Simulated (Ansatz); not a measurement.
A geometry of ZnSnP₂ away from equilibrium: step 4 of the relaxation of a relaxed ZnSnP2 cell displaced along its unstable phonon at q = Γ (54i cm⁻¹), largest move 0.15 Å. These are PBE (plane waves to 420 eV, PAW, scalar-relativistic; Ansatz, an electronic-structure program) values and carry that method's errors. Γ-centred k-mesh 9×7×7 on the run's cell (coarser than for final values), Fermi–Dirac smearing 0.05 eV.

```xyz
4
Lattice="3.7056 0.0000 0.0000 0.0000 2.5535 5.2122 0.0000 -2.5369 5.2041" Properties=species:S:1:pos:R:3 pbc="T T T"
P      1.8528    -0.9996     6.9827
P      1.8528     1.1046     6.5798
Zn     0.0000     0.1167     1.1994
Sn     1.8528    -0.1231     4.0167
```

What forces act on the atoms (eV/Å)?


```json
[
 {"atom": "P1", "Fx": "0.00", "Fy": "-0.05", "Fz": "0.03"},
 {"atom": "P2", "Fx": "0.00", "Fy": "0.01", "Fz": "-0.20"},
 {"atom": "Zn3", "Fx": "0.00", "Fy": "0.01", "Fz": "0.04"},
 {"atom": "Sn4", "Fx": "0.00", "Fy": "0.04", "Fz": "0.13"}
]
```

What is the pressure?

0.0 GPa, compression positive.

How far above the relaxed end point is this geometry?

0.03 eV/atom; the path ends in Pm (No. 6).

No spin polarisation in the result.

The run could not lose the symmetry of its start, so the end can be a saddle point.

The end of the path is a generated cell of ZnSnP2: the first start was made by placing the elements on the sites of a structure type, and the end was not matched to a known phase here, so it may be hypothetical.
